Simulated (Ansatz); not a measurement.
LiNbO3 (space group R-3)

```
LiNbO3
1.0
    2.57282     1.48542     4.61934
   -2.57282     1.48542     4.61934
    0.00000    -2.97084     4.61934
Li Nb O
2 2 6
Cartesian
  0.00000   0.00000   4.94369
  0.00000   0.00000   8.91433
  0.00000   0.00000   1.99707
  0.00000   0.00000  11.86095
 -0.87526  -1.68227   8.02217
  0.87526   1.68227   5.83585
 -1.01926   1.59913   8.02217
  1.01926  -1.59913   5.83585
  1.89452   0.08314   8.02217
 -1.89452  -0.08314   5.83585
```

The slice is a (-1 1 0 4) plane (indices of the conventional cell) through the point (0.780, 0.440, 0.044) (fractional), spanned by u = [1 0 -1] and v = [1 -1 1] in vectors of this cell: u (5.15 Å) and v (7.53 Å, at 90° to u). It covers one period; positions are fractions (u, v).

Computed with LDA (plane waves to 420 eV, PAW, scalar-relativistic; Ansatz, an electronic-structure program). k mesh 8×8×8. Near the nuclei the fields are pseudised (PAW); where an atom keeps semicore shells as valence, they peak there. LiNbO3 is run without spin polarisation. LiNbO3 was relaxed with its symmetry unable to fall. This is one of several known forms of LiNbO3; the measured ambient cells at hand have space group No. 161.

Q: Predict the map of the electron localisation function (ELF) on the slice.

A: 
```
|xx@@@@++    ..::..        ##@@@@|
|@@@@%%::  ..==**--        ++%%@@|
|%%##--    --##%%##::      ..==##|
|..        ==##%%##==          ..|
|    ..    --**##**::            |
|  ==xx**    --==::      ....    |
|  ++xx%%              ::--::..  |
|    ::              ..==++--..  |
|        --++--..    ..====--..  |
|    --%%@@@@%%**..    ........  |
|  ..##@@@@@@@@%%::  ..          |
|  ..%%@@xxxx%%@@::::++--......  |
|  ..##@@xxxx%%%%::++##++::--++--|
|..  ==@@@@%%@@##::++**==--**##**|
|::  ..--##%%##==..--==--++%%%%##|
|..--++==::::::..    ..::##%%%%++|
|==%%@@%%++..  ..      --##%%**::|
|##@@xx@@%%::..----..  ..==++--..|
|%%@@xx@@%%::::==++::    ....  ..|
|==##%%@@**..::++++--..        ..|
|----====..  ::====--      ..====|
|@@%%==..    ....::..    ..++%%@@|
|xx%%@@++..              ::##@@@@|
|xxxx@@##..              ::%%@@xx|
```
Scale: ten equal steps from 0.01 (start of ' ') to 0.85 (end of '@'), in the order ' .:-=+*#%@'. Values: electron localisation function (ELF). The map has 16 points along u (two characters each, u = 0 at the left) and 24 along v (v = 0 in the bottom row). Points within 0.4 Å of a nucleus are blanked (x), as the pseudised field means little there.
